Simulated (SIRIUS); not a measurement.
A self-consistent single point of Sr2ZnAs2 (P-6m2, 5 atoms in the cell; from Materials Project mp-1218372, changed as shown) with SIRIUS.

Method: PBEsol, GBRV PBEsol ultrasoft pseudopotentials (plane waves; SIRIUS 7.12.0).

The change in words: lattice scaled by 0.97. Reference geometry (P-6m2):
```xyz
5
Lattice="4.3803 0.0000 0.0000 -2.1901 3.7934 0.0000 0.0000 0.0000 8.5655" Properties=species:S:1:pos:R:3 pbc="T T T"
Sr     0.0000     0.0000     6.0432
Sr     0.0000     0.0000     2.5223
Zn     2.1901     1.2645     0.0000
As     2.1901     1.2645     4.2828
As     0.0000     2.5290     0.0000
```

Reference input (self-consistent single point, DFT, PBEsol, plane waves, GBRV PBEsol ultrasoft pseudopotentials): parameters.ngridk = 7 7 3; parameters.xc_functionals = [XC_GGA_X_PBE_SOL, XC_GGA_C_PBE_SOL]; parameters.gk_cutoff = 6.325 1/bohr; parameters.pw_cutoff = 14.143 1/bohr; parameters.shiftk = 1 1 1; parameters.smearing = cold; parameters.smearing_width = 0.00499791 Ha; potentials = GBRV PBEsol ultrasoft pseudopotentials; parameters.electronic_structure_method = pseudopotential; parameters.num_bands = 30; parameters.num_mag_dims = 0; parameters.num_dft_iter = 100. This run's input differs from it in these lines:

```diff
@@ -33,7 +33,7 @@
     "lattice_vectors": [
-      [0.9999999455, 0.0, 0.0],
-      [-0.4999999728, 0.8660254124, 0.0],
-      [0.0, 0.0, 1.9554753426]
+      [1.0000000521, 0.0, 0.0],
+      [-0.5000000261, 0.8660254279, 0.0],
+      [0.0, 0.0, 1.9554753434]
     ],
-    "lattice_vectors_scale": 8.27753,
+    "lattice_vectors_scale": 8.029204,
     "atom_coordinate_units": "au",
@@ -47,11 +47,11 @@
       "Sr": [
-        [0.0, 0.0, 11.4200654457],
-        [0.0, 0.0, 4.7664403665]
+        [0.0, 0.0, 11.077463349],
+        [0.0, 0.0, 4.6234470999]
       ],
       "Zn": [
-        [4.1387689134, 2.3895147211, 0.0]
+        [4.0146062239, 2.3178292921, 0.0]
       ],
       "As": [
-        [4.1387689134, 2.3895147211, 8.0932529061],
-        [-4.1388e-06, 4.7790366107, 0.0]
+        [4.0146062239, 2.3178292921, 7.8504552245],
+        [-4.0146e-06, 4.6356655376, 0.0]
       ]
```

Output (repeated stretches shortened):

```
[find] density tolerance         : 1e-06
[find] total energy tolerance    : 1e-07
[find] iter_solver_tol (initial) : 0.01
[find] iter_solver_tol (target)  : 1e-13
[find] num_dft_iter              : 100
Charges and magnetic moments
--------------------------------------------------------------------------------
total charge          : 50.000000
[find] | SCF iteration   0 out of 100|
[diagonalize] iterative solver tolerance (occupied, empty): 0.01 0.01
[diagonalize] average number of iterations: 2
[find_efermi_generic] Newton iteration converged after 8 steps
[find] Charges and magnetic moments
[find] total charge          : 50.000000
[find] Energy
[find] smearing (-TS)                 :       0.00000000
[find] Total energy                   :    -340.78098348 (Ha),    -681.56196697 (Ry)
[find] Free energy (E-TS)             :    -340.78098348 (Ha),    -681.56196697 (Ry)
[find] band gap (eV)                  :       1.71338619
[find] Efermi                         :       0.28196446
[find] iteration : 0, RMS (target) : 2.4957e-01 (1.0000e-06) , energy difference (target) : -3.4078e+02 (1.0000e-07)
[find] bands are converged : true
[find] iterative solver converged : false
[find] | SCF iteration   1 out of 100|
[diagonalize] iterative solver tolerance (occupied, empty): 0.005 0.005
[diagonalize] average number of iterations: 1
   [... lines left out ...]
[find] Charges and magnetic moments
[find] Free energy (E-TS)             :    -340.80561398 (Ha),    -681.61122795 (Ry)
[find] band gap (eV)                  :       0.00000000
[find] Efermi                         :       0.29401300
[find] Charges and magnetic moments
[find] Free energy (E-TS)             :    -340.80806061 (Ha),    -681.61612121 (Ry)
[find] band gap (eV)                  :       0.08786566
[find] Efermi                         :       0.29423786
[find] Charges and magnetic moments
[find] Free energy (E-TS)             :    -340.80920367 (Ha),    -681.61840735 (Ry)
   [... lines left out ...]
[ground_state] ==== total Forces in Ha/bohr =====
[ground_state] atom:    0, force:       0.0000000      0.0000000      0.0039371
[ground_state] atom:    1, force:       0.0000000      0.0000000     -0.0039371
[ground_state] atom:    2, force:      -0.0000000     -0.0000000      0.0000000
[ground_state] atom:    3, force:       0.0000000     -0.0000000      0.0000000
[ground_state] atom:    4, force:      -0.0000000      0.0000000      0.0000000
```

The run converged in 32 iterations. SIRIUS prints the stress tensor with tension positive. Against the reference run the free energy goes down by 6.3 meV/atom, the pressure goes from -2.22 to 1.70 GPa and the largest force goes from 0.020 to 0.202 eV/Å.

This run is one point of a test of settings, so its values need not be converged; read them against the reference run alone. The structure comes from a collection of computed structures, made at another level of theory; the collection holds predicted forms beside known ones. No clean gap shows at this smearing width and mesh (spacing up to 0.25 Å⁻¹); the mesh is coarse for partly filled bands, so the values carry mesh errors.

Cost on one core: about 3 core-minutes (a rough figure).
